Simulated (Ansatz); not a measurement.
**TiAl: computed property card**

TiAl:
```yaml
crystal:
  lattice:
    - [2.81205, 0.00000, 0.00000]
    - [-1.40603, 2.43531, 0.00000]
    - [0.00000, 0.00000, 4.59066]
  atoms:
    - { symbol: Ti, position: [0.00000, 0.00000, 0.00000] }
    - { symbol: Al, position: [0.33333, 0.66667, 0.50000] }
```

Space group P-6m2 (No. 187); conventional cell a = 2.8121 Å, b = 2.8121 Å, c = 4.5907 Å, α = 90.00°, β = 90.00°, γ = 120.00°.

Method: LDA in the plane-wave PAW code Ansatz. Geometry: relaxed at this level of theory. Other levels are named where they apply.

Cell and energy:

| Property | Result |
|---|---|
| Volume per atom | 15.72 Å³ |
| Density | 3.95 g/cm³ |
| Formation energy from the elements (no fitted shifts) | -0.24 eV/atom |

Electronic structure:

| Property | Result |
|---|---|
| Electronic character | metallic (no gap) |
| Density of states at the Fermi level | 1.3 states/eV per atom (mean over ±0.08 eV) |

Mechanics:

| Property | Result |
|---|---|
| Bulk modulus (Birch–Murnaghan fit) | 115 GPa |
| Pressure derivative B′ | 3.7 |
| Elastic constants (relaxed ions, GPa) | C11 = 141, C12 = 119, C13 = 72.1, C33 = 252, C44 = 74.1 |
| Mechanical stability | stable (all eigenvalues of C positive) |
| Hill bulk and shear moduli | 117 and 36.3 GPa |
| Young's modulus | 98.7 GPa |
| Poisson's ratio | 0.36 |
| Debye temperature from the elastic constants | 405 K |

Phonons:

| Quantity | Result |
|---|---|
| Highest zone-centre frequency | 345 cm⁻¹ |
| Zone-centre stability | no imaginary mode at Γ |
| Dynamical stability on the path | stable (no imaginary branch) |
| Zero-point energy | 40.2 meV/atom |
| Vibrational entropy at 300 K | 26.7 J/(K·mol of atoms) |

The workflow started from a Materials Project entry (that database holds measured and hypothetical structures alike); the Crystallography Open Database copy checked does not list it. With Ti and Al taken as one species the cell has the higher symmetry P6_3/mmc, so it may be an ordered model of a mixed-site phase. It is not the phase usual at ambient conditions (space group No. 123). The LDA relaxation kept the symmetry of its start. No spin polarisation was allowed. As this level gives no gap, shear constants depend on the k-mesh and smearing (Fermi–Dirac, 0.1 eV here). As this level gives no gap, phonon frequencies hold no LO–TO term and depend on the k-mesh and smearing (Fermi–Dirac, 0.1 eV here). Axis ratios of metals converge slowly with the k-mesh, so a and c are less sure than the volume. On the denser mesh and wider smearing of the elastic run this cell carries a stress of 0.4 GPa. The references are the lowest solids computed at this level, not always the standard phases.

Potentials: the earlier of the program's two PAW sets. The files were generated under PBE; for other functionals the program regenerates the frozen cores, and for LDA and PBEsol the local potential too.
